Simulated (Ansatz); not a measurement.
**Profile along the Cu–Cu line in CuAu (CuAu type, space group P4/mmm)**

CuAu (CuAu type, space group P4/mmm)

```cif
data_AuCu
_chemical_formula_sum 'Cu1 Au1'
_space_group_name_H-M_alt 'P 1'
_space_group_IT_number 1
_cell_length_a 2.86058
_cell_length_b 2.86058
_cell_length_c 3.55181
_cell_angle_alpha 90.000
_cell_angle_beta 90.000
_cell_angle_gamma 90.000
loop_
_space_group_symop_operation_xyz
  'x, y, z'
loop_
_atom_site_label
_atom_site_type_symbol
_atom_site_fract_x
_atom_site_fract_y
_atom_site_fract_z
_atom_site_occupancy
Cu1 Cu 0.50000 0.50000 0.50000 1
Au1 Au 0.00000 0.00000 0.00000 1
```

Fields along a shortest Cu–Cu line of a (001) plane (2.86 Å), from Cu to Cu, interpolated on the slice's grid (step about 0.1 Å). Level of theory: r2SCAN (plane waves to 500 eV, PAW, scalar-relativistic; Ansatz, an electronic-structure program). k mesh 16×16×13. Inside the PAW spheres the values are not all-electron values, and peaks at nuclei hang on which shells count as valence. CuAu is run without spin polarisation. CuAu was relaxed with its symmetry unable to fall. Spin-orbit coupling is left out, though Au is heavy.

```
distance from Cu (Å)  valence electron density (e/Å³)  electron localisation function
--------------------  -------------------------------  ------------------------------
0.00                                            70.48                               x
0.29                                            32.16                               x
0.57                                             4.92                            0.29
0.86                                             0.69                            0.17
1.14                                             0.22                            0.14
1.43                                             0.17                            0.18
1.72                                             0.22                            0.14
2.00                                             0.69                            0.17
2.29                                             4.92                            0.29
2.57                                            32.16                               x
2.86                                            70.48                               x
```

x: too close to a nucleus for the ELF to mean much.

Density on the Cu–Cu line (2.86 Å) at its midpoint: 0.17 e/Å³. ELF at that point: 0.18.
